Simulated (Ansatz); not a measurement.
**TlBi under strong compression**

```yaml
crystal:
  lattice:
    - [3.99171, 0.00000, 0.00000]
    - [0.00000, 3.99171, 0.00000]
    - [0.00000, 0.00000, 3.99171]
  atoms:
    - { symbol: Tl, position: [0.00000, 0.00000, 0.00000] }
    - { symbol: Bi, position: [0.50000, 0.50000, 0.50000] }
```

The base volume is that of a database entry, so it needn't be at zero pressure; the structure needn't be the stable phase, at rest or compressed.

Its volume is scaled at fixed shape and fractional positions.

Level of theory: DFT with PBEsol, scalar-relativistic, in Ansatz 0.2.0; a Γ-centred 9×9×9 k mesh, Fermi–Dirac smearing of 0.05 eV, no spin polarisation. LAPW: all electrons, basis error target 1 meV/atom; PAW: frozen-core files, cutoff 420 eV; crystal datasets: all electrons, by PAW datasets that the program makes for each cell.

Energies are extrapolated to zero smearing and count from the unscaled cell; pressure is positive in compression; gaps take the mesh and a band path. No temperature or zero-point motion is included.

Spin–orbit coupling is left out, which matters for the heavy atoms. The PAW files were made under PBE.

```tsv
V/V0	V (Å³/atom)	P LAPW (GPa)	ΔE LAPW (eV/atom)	P PAW − LAPW (GPa)	ΔE PAW − LAPW (meV/atom)
1.00	31.80	-3.01	0.000	-0.01	0.0
0.75	23.85	16.51	?	-0.03	-0.8
0.65	20.67	?	0.742	-0.03	-1.4
0.60	19.08	61.0	1.240	-0.02	-1.7
```

Question: Fill in "ΔE LAPW (eV/atom)" for the row "0.75".

Answer: 0.205.

Question: Give the missing entry: row "0.65", column "P LAPW (GPa)".

Answer: 40.5.

Question: At the smallest volume, how far do crystal datasets lie from LAPW in pressure?

Answer: crystal datasets: 0.00 GPa, on a LAPW pressure of 61.0 GPa.

Question: How do the Löwdin populations by LAPW change from the unscaled cell to the last row?

Answer: Tl 6s 1.72 → 1.53, Tl 6p 1.54 → 1.92, Tl 5d 9.98 → 9.94, Bi 6s 1.83 → 1.68, Bi 6p 2.92 → 2.95 electrons an atom. These are projections on the shells that the free atoms fill; 0.04 e a cell lies outside them at the start and 0.08 e at the end.
